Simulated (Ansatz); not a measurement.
**Notes on Yb₂Al₃As₂**

```yaml
crystal:
  lattice:
    - [0.00000, 4.14536, 0.00000]
    - [5.20296, -2.07268, 0.00000]
    - [1.25487, 0.00000, -6.66161]
  atoms:
    - { symbol: Al, position: [0.30520, 0.61040, 0.86590] }
    - { symbol: Al, position: [0.69480, 0.38960, 0.13410] }
    - { symbol: Yb, position: [0.61937, 0.23874, 0.67742] }
    - { symbol: Yb, position: [0.38063, 0.76126, 0.32258] }
    - { symbol: As, position: [0.09360, 0.18720, 0.36170] }
    - { symbol: As, position: [0.90640, 0.81280, 0.63830] }
    - { symbol: Al, position: [0.00000, 0.00000, 0.00000] }
```

Single point in Ansatz 0.2.0 with r2SCAN, no spin polarisation. Cutoff 500 eV, PAW datasets, 5×5×3 Γ-centred k mesh, fermi-dirac filling (width 0.1 eV).

(1) What do density and ELF say about some of the short contacts?

(2) Give the Bader charges.

(3) Is the cell too large or too small?

(4) Which atom feels the largest force, and which way?

(5) What happens at the Fermi level?

(6) Is it stable against the elements?

Origin: a known structure type with other elements, at an estimated volume, so it need not be a known compound. Caveats: no spin polarisation, so a magnetic state may lie lower; the k mesh is coarse if the cell is a metal; f levels without a U or exact exchange are poorly placed.

Results:

(1) As–As at 2.44 Å: least valence density 0.50 e/Å³ and ELF 0.57 there. Yb–As at 2.95 Å: least valence density 0.20 e/Å³ and ELF 0.13 there. Al–As at 2.68 Å is left out, since its least density falls inside a PAW sphere. Al–Al at 2.85 Å is left out, since its least density falls inside a PAW sphere. These are pseudo-fields; inside the PAW spheres they differ from the all-electron ones.

(2) Bader charges in e: Yb +1.31, Al +0.06 to +0.23, As -1.58. In the mean Yb gives up most and As takes most.

(3) The pressure is -2.4 GPa (compression positive), so with the atoms held at these fractions the cell would first shrink; the forces are large, so a full relaxation may end otherwise. The principal stresses -4.4, -3.9, 1.1 GPa differ, so its shape would change too.

(4) The largest is on As5 (and as large on other atoms): 1.31 eV/Å, components (1.01, 0.00, 0.83). It makes 171° with the line to a nearest neighbour, As6 at 2.44 Å, pointing away from it.

(5) It is a metal, with about 3.1 states/eV a cell as the mean within 0.25 eV of the Fermi level, mostly Yb f (32 %), Yb d (24 %) and Al p (19 %).

(6) -0.57 eV an atom against the elements' usual phases (free molecules for gases, crystals otherwise, with no correction for O₂ or N₂), so it is bound against them; other compounds may still compete. Relaxing would lower it.
